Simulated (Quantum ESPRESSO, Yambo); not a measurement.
**Quasiparticle gap of SiC at -0.7 % isotropic strain**

```cif
data_C4Si4
_chemical_formula_sum 'C4 Si4'
_space_group_name_H-M_alt 'F-43m'
_space_group_IT_number 216
_space_group_name_Hall 'F -4 2 3'
_cell_length_a 4.32660
_cell_length_b 4.32660
_cell_length_c 4.32660
_cell_angle_alpha 90.000
_cell_angle_beta 90.000
_cell_angle_gamma 90.000
loop_
_atom_site_label
_atom_site_type_symbol
_atom_site_symmetry_multiplicity
_atom_site_Wyckoff_symbol
_atom_site_fract_x
_atom_site_fract_y
_atom_site_fract_z
_atom_site_occupancy
C1 C 4 a 0.00000 0.00000 0.00000 1
Si1 Si 4 c 0.25000 0.25000 0.25000 1
```
(The calculation used a cell of 2 atoms; values per cell refer to that cell.)

The PBEsol cell relaxed from Materials Project entry mp-8062 was given an isotropic strain of -0.7 % on all lattice vectors, and the atoms were relaxed again.

Starting point: PBEsol (Quantum ESPRESSO, PseudoDojo norm-conserving, 82 Ry, no spin-orbit coupling). G0W0 in Yambo: 6×6×6 Γ-centred k mesh, 76 bands and a 14 Ry block in the screening, 76 bands in G with the Bruneval-Gonze terminator, plasmon pole fitted at 27.2 eV.

| Item | Value |
|---|---|
| PBEsol gap along the band path | 1.22 eV |
| PBEsol gap between the mesh's edge points (Γ → X) | 1.22 eV |
| G0W0 gap between the same points | 2.15 eV |
| PBEsol smallest direct gap on the mesh (at X) | 4.48 eV |
| G0W0 direct gap at that point | 5.67 eV |

```json
[
 {"k point": "Γ", "band": "VB", "E PBEsol (eV)": "0.00", "E QP (eV)": "-0.70", "shift (eV)": "-0.70", "Z": "0.80"},
 {"k point": "Γ", "band": "CB", "E PBEsol (eV)": "6.43", "E QP (eV)": "6.73", "shift (eV)": "0.30", "Z": "0.79"},
 {"k point": "L", "band": "VB", "E PBEsol (eV)": "-1.07", "E QP (eV)": "-1.88", "shift (eV)": "-0.81", "Z": "0.79"},
 {"k point": "L", "band": "CB", "E PBEsol (eV)": "5.56", "E QP (eV)": "5.89", "shift (eV)": "0.33", "Z": "0.81"},
 {"k point": "X", "band": "VB", "E PBEsol (eV)": "-3.26", "E QP (eV)": "-4.22", "shift (eV)": "-0.96", "Z": "0.79"},
 {"k point": "X", "band": "CB", "E PBEsol (eV)": "1.22", "E QP (eV)": "1.45", "shift (eV)": "0.23", "Z": "0.82"}
]
```

Energies count from the PBEsol valence-band maximum.

Convergence of the G0W0 settings was not tested.
